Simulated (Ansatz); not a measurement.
# What relativity does to HfB2

```yaml
crystal:
  lattice:
    - [3.14511, 0.00000, 0.00000]
    - [-1.57255, 2.72374, 0.00000]
    - [0.00000, 0.00000, 3.48738]
  atoms:
    - { symbol: Hf, position: [0.00000, 0.00000, 0.00000] }
    - { symbol: B, position: [0.33333, 0.66667, 0.50000] }
    - { symbol: B, position: [0.66667, 0.33333, 0.50000] }
```

The cell comes from a relaxation on PAW files under the same functional, begun from a database entry that needn't be the ground state.

All-electron LAPW in Ansatz 0.2.0 under PBE, with a Γ-centred 13×13×10 k mesh, Fermi–Dirac smearing of 0.05 eV, no spin polarisation. The basis error target is 0.5 meV/atom. The same cell is solved at each level of relativity (Schrödinger's equation, the scalar-relativistic one, Dirac's), and each level may then relax the cell.

The elements are taken as B alpha-B12, Hf hcp, each relaxed on PAW files under the same functional and computed by the same method as the compound; zero-point and thermal terms are left out. Formation energies keep the scalar-relativistic cells of compound and elements, so at the other levels neither side is at rest.

| level | P at the cell (GPa) | gap (eV) | ΔE(formation) at the fixed cells (eV/atom) | relaxed V (Å³/atom) |
| --- | --- | --- | --- | --- |
| scalar-relativistic | 0.10 | 0.00 | -1.006 | 9.96 |
| non-relativistic | 10.24 | 0.00 | ? | 10.36 |
| with spin–orbit coupling | -0.25 | 0.00 | – | – |

Question: Give the missing entry: row "non-relativistic", column "ΔE(formation) at the fixed cells (eV/atom)".

Answer: -1.028.

Question: Does scalar relativity shrink or swell this crystal?

Answer: It shrinks it by 3.9 % in volume against the non-relativistic cell.

Question: How do the Löwdin populations move when relativity is switched off?

Answer: Hf 5d 3.06 → 3.10 electrons an atom. The projections hold only the shells that the free atoms fill, so charge of other character is partly counted to these shells and partly left out.
